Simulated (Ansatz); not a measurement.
Space group P2_13 (No. 198). a = 4.471 Å, b = 4.471 Å, c = 4.471 Å, α = 90.00°, β = 90.00°, γ = 90.00°
| atom | site | symmetry | x | y | z |
| --- | --- | --- | --- | --- | --- |
| Mn | 4a | .3. | 0.1370 | 0.1370 | 0.1370 |
| Si | 4a | .3. | 0.8454 | 0.8454 | 0.8454 |

Equation of state of this MnSi structure (not necessarily the ground state), with shape and atoms relaxed at each volume where symmetry leaves them free. It has no gap at any of these volumes. All numbers below come from Ansatz 0.2.0, DFT PBEsol, scalar-relativistic, plane waves, PAW.

Settings: cutoff 420 eV, Γ-centred mesh 8×8×8 on the computed 8-atom cell, Gaussian smearing of 0.10 eV; collinear spin.

```json
{"V (Å³/atom)": "10.500", "E − E(largest V) (meV/atom)": "6.40", "P (GPa)": "15.57"}
{"V (Å³/atom)": "10.835", "E − E(largest V) (meV/atom)": "-17.32", "P (GPa)": "7.16"}
{"V (Å³/atom)": "11.170", "E − E(largest V) (meV/atom)": "-24.76", "P (GPa)": "0.00"}
{"V (Å³/atom)": "11.505", "E − E(largest V) (meV/atom)": "-18.36", "P (GPa)": "-6.14"}
{"V (Å³/atom)": "11.840", "E − E(largest V) (meV/atom)": "0.00", "P (GPa)": "-11.43"}
```

Question: Fit a third-order Birch–Murnaghan equation to E(V).

Answer: V0 = 11.17 Å³/atom, B0 = 221 GPa, B0' = 4.2.

Only parallel moments were tried here.

Cost: 5 runs of about 5.6 core-minutes in all, on Intel Xeon 6975P-C (Granite Rapids) (shared hosts).